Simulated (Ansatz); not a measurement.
# What DFT gives for TaCuBi₂

```yaml
crystal:
  lattice:
    - [3.98893, 0.00000, 0.00000]
    - [-1.99447, 3.45452, 0.00000]
    - [0.00000, -2.30301, 7.39360]
  atoms:
    - { symbol: Ta, position: [0.50000, 0.00000, 0.50000] }
    - { symbol: Cu, position: [0.00000, 0.00000, 0.00000] }
    - { symbol: Bi, position: [0.11900, 0.23800, 0.35700] }
    - { symbol: Bi, position: [0.88100, 0.76200, 0.64300] }
```

Level: PBE, no spin polarisation; 420 eV; 10×10×10 Γ-centred mesh; fermi-dirac occupations (width 0.1 eV); Ansatz 0.2.0, fixed geometry.

**Formation energy.** 2.09 eV an atom against the elements' usual phases (free molecules for gases, crystals otherwise, with no correction for O₂ or N₂), so at this geometry it isn't bound against them. Relaxing would lower it.
**Forces.** The largest is on Bi3 (and as large on other atoms): 8.35 eV/Å, components (0.00, 0.00, -8.35). It makes 115° with the line to a nearest neighbour, Ta1 at 2.53 Å.
**At the Fermi level.** It is a metal, with about 3.9 states/eV a cell as the mean within 0.25 eV of the Fermi level, mostly Ta d (63 %) and Bi p (16 %).
**Stress.** The pressure is 36.6 GPa (compression positive), so with the atoms held at these fractions the cell would first expand; the forces are large, so a full relaxation may end otherwise. The principal stresses 27.9, 41.0, 41.0 GPa differ, so its shape would change too.
**Contacts.** Ta–Bi at 2.53 Å: least valence density 0.58 e/Å³ and ELF 0.35 there. Cu–Bi at 2.64 Å: least valence density 0.34 e/Å³ and ELF 0.30 there. Both are smooth PAW fields, read partly inside the augmentation spheres.
**Charges.** Bader charges in e: Ta +0.60, Cu +0.00, Bi -0.30. In the mean Ta gives up most and Bi takes most.

Origin: a known structure type with other elements, at an estimated volume, so it need not be a known compound. Caveats: atoms or cell far from equilibrium.
